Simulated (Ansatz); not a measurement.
**MgTl: do energies and stresses tell the same story?**

Method: DFT PBEsol, scalar-relativistic, plane waves, PAW (Ansatz 0.2.0).

Settings: cutoff 420 eV, Γ-centred mesh 12×12×12 on the computed 2-atom cell, Gaussian smearing of 0.10 eV; no spin polarisation.

Relaxed cell: Pm-3m, a = 3.623 Å, b = 3.623 Å, c = 3.623 Å, α = 90.00°, β = 90.00°, γ = 90.00°, 2 atoms in the primitive cell. Whether it is the stable form of this composition wasn't checked.

Energies at zero smearing and pressures from the stress tensor, at volumes with shape and atoms relaxed:
```tsv
V (Å³/atom)	E − E(first) (meV/atom)	P (GPa)
20.927	0.00	6.78
21.641	-25.41	4.64
22.354	-42.06	2.82
23.067	-51.19	1.28
23.781	-53.89	-0.02
24.494	-51.25	-1.10
25.208	-44.20	-2.02
26.159	-29.15	-3.01
```

Task: Check P = −dE/dV between neighbouring volumes, and get the bulk modulus from the pressures alone.

Result: With 1 eV/Å³ = 160.2 GPa:
```json
{"middle V (Å³/atom)": "21.284", "−ΔE/ΔV (GPa)": "5.706", "mean P (GPa)": "5.711"}
{"middle V (Å³/atom)": "21.997", "−ΔE/ΔV (GPa)": "3.740", "mean P (GPa)": "3.730"}
{"middle V (Å³/atom)": "22.711", "−ΔE/ΔV (GPa)": "2.050", "mean P (GPa)": "2.049"}
{"middle V (Å³/atom)": "23.424", "−ΔE/ΔV (GPa)": "0.606", "mean P (GPa)": "0.628"}
{"middle V (Å³/atom)": "24.138", "−ΔE/ΔV (GPa)": "-0.594", "mean P (GPa)": "-0.563"}
{"middle V (Å³/atom)": "24.851", "−ΔE/ΔV (GPa)": "-1.582", "mean P (GPa)": "-1.560"}
{"middle V (Å³/atom)": "25.683", "−ΔE/ΔV (GPa)": "-2.536", "mean P (GPa)": "-2.513"}
```

The two differ by 0.03 GPa at most. The mean of two end pressures misses the average over a step by about ΔV² P″/12, up to 0.03 GPa here; with that taken off 0.04 GPa remains. The stress is the derivative of the free energy, not of the energy at zero smearing, and with free energies 0.00 GPa remains. Around V = 23.781 Å³/atom, the two neighbours give B = −V ΔP/ΔV = 23.781 × 2.38 / 1.427 = 39.7 GPa, against B0 = 39.7 GPa from the Birch–Murnaghan fit of the energies.

Spin–orbit coupling is left out, which can shift energies with elements as heavy as these.

Cost: 9 runs of about 1 core-minutes in all, on Arm Neoverse V1 (shared hosts).